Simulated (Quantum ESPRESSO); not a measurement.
Simulation results for GaSi7 (made-up cell)

All values are calculated (Quantum ESPRESSO 7.5). Calculation on a made-up crystal cell, not a measurement: periodic Kohn-Sham density functional theory in plane waves with PseudoDojo standard norm-conserving scalar-relativistic pseudopotentials, each functional with its own files (v0.5 for PBE, v0.4.1 for LDA and PBEsol), no spin polarisation, no spin-orbit coupling, atoms not relaxed, stress positive in tension, energies less a fixed whole-eV offset for each atom's element; levels are Kohn-Sham levels at fractions of this cell's reciprocal vectors, counted from the reference band (half the neutral cell's valence electrons, rounded up) at Gamma; error bars cover cutoff and k-mesh only, not smearing or the files; added strain carries the atoms with the cell, and shear is the tensor component; each bar is the largest change over components, and at least 0.002 eV, 0.002 eV per angstrom or 0.02 GPa; energies are for the whole cell, and the offsets were chosen from early runs and are not element reference energies.

```json
{"formula": "GaSi7", "kind": "made-up cell", "structure": {"cell_angstrom": [[5.3477, -0.0077, -0.0611], [-0.0077, 5.5139, -0.0655], [-0.0611, -0.0655, 5.3355]], "atoms_fractional": [["Si", 0.00952, -0.0283, 0.01652], ["Si", 0.02007, 0.51603, 0.49863], ["Si", 0.49678, -0.02206, 0.4906], ["Si", 0.49299, 0.49723, -0.01248], ["Ga", 0.24057, 0.23866, 0.2642], ["Si", 0.24731, 0.73843, 0.7228], ["Si", 0.72325, 0.27181, 0.74017], ["Si", 0.73873, 0.73575, 0.2561]]}, "given": {"lattice_type": "zincblende/diamond", "functional": "pbe", "cutoff [eV]": 1088, "fermi_dirac_smearing [eV]": 0.1, "scf_tolerance [eV]": 1e-07, "electrons_removed": 0, "k_mesh": "6 x 6 x 6, shifted by half a step", "atom_site": [1, 2, 3, 4, 5, 6, 7, 8], "atom_energy_offset [eV]": [-115, -115, -115, -115, -2080, -115, -115, -115]}, "results": {"free_energy_less_offsets [eV]": 0.2238, "smearing_term_minus_ts [eV]": -0.07666, "scf_iterations": 10, "pressure [GPa]": 8.095, "stress_xx [GPa]": -7.651, "stress_yy [GPa]": -8.614, "stress_zz [GPa]": -8.019, "stress_yz [GPa]": -6.706, "stress_xz [GPa]": -1.571, "stress_xy [GPa]": -0.7936, "force_site": [1, 2, 3, 4, 5, 6, 7, 8], "force_x [eV/angstrom]": [-1.117, -3.322, 0.4352, -1.119, 0.5193, 1.522, 2.166, 0.9147], "force_y [eV/angstrom]": [0.2516, -2.761, 0.9274, 0.1704, 0.7387, 2.345, -1.597, -0.07514], "force_z [eV/angstrom]": [-1.447, -1.397, 0.7729, 1.017, -0.8201, 3.314, -0.553, -0.8871], "fermi_level [eV]": -0.5589, "reference_band": 21, "level_k_point": ["Gamma", "(1/2,1/2,1/2)", "(0.15,0,0)", "(0,0.15,0)", "(0,0,0.15)"], "next_band_up [eV]": [0.1921, 1.004, 0.1806, 0.3233, 0.1723], "error_bar_energy [eV]": 0.002184, "error_bar_stress [GPa]": 0.04716, "error_bar_force [eV/angstrom]": 0.00898, "error_bar_next_band_up [eV]": 0.002, "error_bar_fermi_level [eV]": 0.007131, "error_bars_from": "tighter rerun of a related cell"}}
```
